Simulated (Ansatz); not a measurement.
## Questions on the electronic state of B

We look at B: an isolated atom in a periodic box, with 1 atom per cell.

```
CELL_PARAMETERS angstrom
9.00000 0.00000 0.00000
0.00000 9.10000 0.00000
0.00000 0.00000 9.20000
ATOMIC_POSITIONS crystal
B 0.51300 0.50650 0.49567
```

Atoms are numbered from 1 in the order listed.

Theory: Ansatz development build ahead of 0.2.0, DFT, PBE, PAW (an earlier, harder data set), plane waves, scalar-relativistic.

```yaml
plane_wave_cutoff: 710 eV
k_point_mesh: 1×1×1 (Γ-centred)
occupations: Fermi–Dirac smearing, 0.1 eV
valence_electrons: 3
```

The total moment includes the space between the atomic spheres.

States within about 5 meV/atom are too close for this mesh, smearing and search to settle their order. Non-collinear arrangements of the spins weren't tried. No run without spin polarisation was made.

By default the program goes on after convergence only on a hint of a lower state. With a search on, the program may also reshape the start on open shells. Ends within 0.2 meV/atom and 0.1 μB count as one state.

The cell was converged 3 times from various starts and settings. Describe the lowest state found.

Magnetic on main-group sites alone, site moments B1 1.00 μB, total 1.00 μB per cell. It was reached from: default search for lower states [B1 1.20 μB]; default search for lower states [B1 1.00 μB].

Start: default search for lower states [B1 0.80 μB]. Give the end state and its height above the lowest.

It converges in 59 iterations to a state 0.9 meV/atom above the lowest: magnetic on main-group sites alone, site moments B1 1.00 μB, total 1.00 μB per cell (the moments match the lowest state's, so the two differ in another way, such as which orbitals are filled).
